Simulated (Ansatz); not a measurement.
**Ti₂O (P2/m), random displacements**

These are results of DFT r2SCAN, scalar-relativistic, plane waves, PAW in Ansatz, not measurements. Cutoff 500 eV, Γ-centred 8×14×6 k-points, Gaussian smearing of 0.15 eV. No spin polarisation. Energies are free energies at this smearing, counted from the undisturbed cell; pressure is positive in compression.

Reference structure (relaxed at this level; it needn't be the usual structure):

```yaml
crystal:
  lattice:
    - [4.69566, 0.00000, -0.00130]
    - [0.00000, 2.92929, 0.00000]
    - [-0.28980, 0.00000, 8.14643]
  atoms:
    - { symbol: Ti, position: [0.73711, 0.50000, 0.08471] }
    - { symbol: Ti, position: [0.25257, 0.50000, 0.57245] }
    - { symbol: Ti, position: [0.26289, 0.50000, 0.91529] }
    - { symbol: Ti, position: [0.74743, 0.50000, 0.42755] }
    - { symbol: Ti, position: [0.73977, 0.00000, 0.75735] }
    - { symbol: Ti, position: [0.26023, 0.00000, 0.24265] }
    - { symbol: O, position: [0.70164, 0.00000, 0.25756] }
    - { symbol: O, position: [0.29836, 0.00000, 0.74244] }
    - { symbol: O, position: [0.00000, 0.00000, 0.00000] }
```

The atoms are displaced (Å, in the unstrained cell):

```tsv
atom	ux	uy	uz
Ti1	-0.018	0.109	-0.002
Ti2	-0.049	-0.033	-0.055
Ti3	-0.107	0.068	0.034
Ti4	0.078	-0.150	-0.060
Ti5	0.088	-0.035	0.021
Ti6	0.069	0.057	0.016
O7	0.099	-0.002	0.002
O8	0.025	-0.085	-0.014
O9	-0.183	0.071	0.060
```

The cell is not strained.

**Question.** What are the energy change, the stress and the forces?

**Answer.** ΔE = 88.6 meV/atom; stress (xx, yy, zz, yz, xz, xy; compression positive) (-0.43, 4.34, 4.34, 2.47, -0.07, 1.17) GPa.
```tsv
atom	Fx (eV/Å)	Fy	Fz
Ti1	-1.20	-1.21	0.35
Ti2	1.11	-0.41	0.57
Ti3	0.64	-0.81	0.08
Ti4	-0.58	1.75	1.15
Ti5	-1.11	0.23	-0.32
Ti6	-0.36	-0.45	0.17
O7	-0.70	-0.65	-0.13
O8	-0.42	1.31	0.11
O9	2.63	0.25	-1.98
```

Cost: 1 run of about 6.5 core-minutes, on Oxide Virtual Turin-like Processor (Zen 5) (shared hosts).